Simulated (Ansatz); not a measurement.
Starting cell, SiO$_{2}$ (rutile):

```
CELL_PARAMETERS angstrom
      4.23588     0.00000     0.00000
      0.00000     4.23588     0.00000
      0.00000     0.00000     5.37981
ATOMIC_POSITIONS crystal
  Si 0.50000 0.50000 0.25000
  Si 0.50000 0.50000 0.75000
  Si 0.00000 0.00000 0.00000
  Si 0.00000 0.00000 0.50000
  O  0.80699 0.80699 0.25000
  O  0.80699 0.80699 0.75000
  O  0.30699 0.69301 0.00000
  O  0.30699 0.69301 0.50000
  O  0.69301 0.30699 0.00000
  O  0.69301 0.30699 0.50000
  O  0.19301 0.19301 0.25000
  O  0.19301 0.19301 0.75000
```

The atoms are displaced by Q × the pattern below (from a DFPT mode at Z = (0.0, 0.0, 0.5), largest move 1; Q in Å), at fixed cell. It is one choice among 2 degenerate patterns. (q is in reciprocal vectors of the primitive cell; the cell shown is doubled to hold the pattern.)

```tsv
atom	x	y	z
O5	0.707	-0.707	0.000
O6	-0.707	0.707	0.000
O7	0.253	0.253	0.000
O8	-0.253	-0.253	0.000
O9	-0.253	-0.253	0.000
O10	0.253	0.253	0.000
O11	-0.707	0.707	0.000
O12	0.707	-0.707	0.000
```

Atoms not listed stay in place.

All values below come from PBE (plane waves to 420 eV, PAW, scalar-relativistic; Ansatz, an electronic-structure program). k mesh 8×8×6 (Γ-centred), Fermi-Dirac smearing 0.05 eV. SiO2 was relaxed with its symmetry unable to fall. The PAW data are Ansatz's earlier set.

At one point of the scan the forces (eV/Å) are:

| atom | Fx | Fy | Fz |
|---|---|---|---|
| Si1 | 0.000 | 0.000 | -0.040 |
| Si2 | 0.000 | 0.000 | -0.040 |
| Si3 | 0.000 | 0.000 | 0.040 |
| Si4 | 0.000 | 0.000 | 0.040 |
| O5 | -1.450 | 1.612 | -0.202 |
| O6 | 1.612 | -1.450 | -0.202 |
| O7 | -0.419 | -0.653 | 0.202 |
| O8 | 0.653 | 0.419 | 0.202 |
| O9 | 0.419 | 0.653 | 0.202 |
| O10 | -0.653 | -0.419 | 0.202 |
| O11 | 1.450 | -1.612 | -0.202 |
| O12 | -1.612 | 1.450 | -0.202 |

Problem. Which point is it?
A) Q = 0.030 Å
B) Q = 0.180 Å
C) Q = 0.150 Å
D) Q = 0.060 Å

Solution. B, Q = 0.180 Å

(For displaced atoms, the force is minus the slope of the energy, and its curvature is a force constant, which sets phonon frequencies.)
